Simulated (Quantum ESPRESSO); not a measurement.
pw.x input (Quantum ESPRESSO 7.5; PBEsol, PseudoDojo standard norm-conserving files, scalar-relativistic):

```
&CONTROL
  calculation = 'scf'
  pseudo_dir = './pseudo'
  outdir = './out'
  tprnfor = .true.
  tstress = .true.
/
&SYSTEM
  ibrav = 0
  nat = 4
  ntyp = 3
  ecutwfc = 100.0
  ecutrho = 400.0
  occupations = 'smearing'
  smearing = 'fd'
  degauss = 0.002
  nbnd = 33
/
&ELECTRONS
  conv_thr = 4e-10
/
ATOMIC_SPECIES
S 32.0600 S.upf
Cu 63.5460 Cu.upf
Lu 174.9668 Lu.upf
CELL_PARAMETERS angstrom
  3.797328831985   0.000000000000   0.000000000000
 -1.898664415992   3.288583235022   0.000000000000
  0.000000000000   0.000000000000   5.983147995000
ATOMIC_POSITIONS crystal
S   0.666666667000   0.333333333000   0.770742653000
S   0.000000000333   0.000000000000   0.274571807200
Cu   0.666666667000   0.333333333000   0.392341195100
Lu   0.333333333667   0.666666666333   0.005354344700
K_POINTS automatic
9 9 4 0 0 0
```

End of the output:

```

[...]
     the Fermi energy is    12.3747 ev
!    total energy              =    -916.30978841 Ry
     estimated scf accuracy    <          3.2E-11 Ry
     smearing contrib. (-TS)   =      -0.00000000 Ry
     internal energy E=F+TS    =    -916.30978841 Ry
     The total energy is F=E-TS. E is the sum of the following terms:
     one-electron contribution =    -628.89262306 Ry
     hartree contribution      =     358.10002834 Ry
     xc contribution           =    -132.80886059 Ry
     ewald contribution        =    -512.70833309 Ry
     convergence has been achieved in  13 iterations
     Forces acting on atoms (cartesian axes, Ry/au):
     atom    1 type  1   force =     0.00000000    0.00000000   -0.00003481
     atom    2 type  1   force =     0.00000000   -0.00000000    0.00018788
     atom    3 type  2   force =     0.00000000   -0.00000000   -0.00016195
     atom    4 type  3   force =     0.00000000    0.00000000    0.00000888
     Total force =     0.000251     Total SCF correction =     0.000049
     SCF correction compared to forces is large: reduce conv_thr to get better values
     Computing stress (Cartesian axis) and pressure
          total   stress  (Ry/bohr**3)                   (kbar)     P=       -0.10
  -0.00000176   0.00000000   0.00000000           -0.26        0.00        0.00
   0.00000000  -0.00000176   0.00000000            0.00       -0.26        0.00
   0.00000000   0.00000000   0.00000150            0.00        0.00        0.22
```
In a gapped system the printed Fermi energy is only some level inside the gap.

Geometry relaxed with PBEsol.
